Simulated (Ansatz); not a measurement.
An element in the bcc structure gives these cold pressures by all-electron LAPW under LDA (Ansatz 0.2.0, scalar-relativistic, no spin polarisation).

```json
{"V (Å³/atom)": "17.22", "P (GPa)": "-0.20"}
{"V (Å³/atom)": "16.18", "P (GPa)": "14.89"}
{"V (Å³/atom)": "15.15", "P (GPa)": "35.0"}
{"V (Å³/atom)": "13.77", "P (GPa)": "72.9"}
{"V (Å³/atom)": "12.39", "P (GPa)": "128.9"}
{"V (Å³/atom)": "11.02", "P (GPa)": "220.0"}
{"V (Å³/atom)": "9.47", "P (GPa)": "402.0"}
{"V (Å³/atom)": "7.75", "P (GPa)": "810.1"}
```

Q: Which element is it?

A: Ta. Its zero-pressure volume in this structure is near 17.2 Å³/atom; the volume and the steepness of P(V) together point to it, though neighbours can come close. This is the case that was computed; others weren't tested.
